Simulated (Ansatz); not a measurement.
Question: Name crystals whose computed values (plane-wave PAW PBE (Ansatz code)) fall in these windows: Θ_D (K) 420 to 580; G_Hill (GPa) 80 to 100.

Answer: 

| crystal | Θ_D (K) | G_Hill (GPa) |
|---|---|---|
| Fe, bcc (W type) | 488 | 88.9 |
Others may fit too.

Spin orders computed, not proven ground states: Fe, bcc (W type) ferromagnetic. The cell was relaxed under the symmetry of its start.

Potentials: the earlier of the program's two PAW sets.
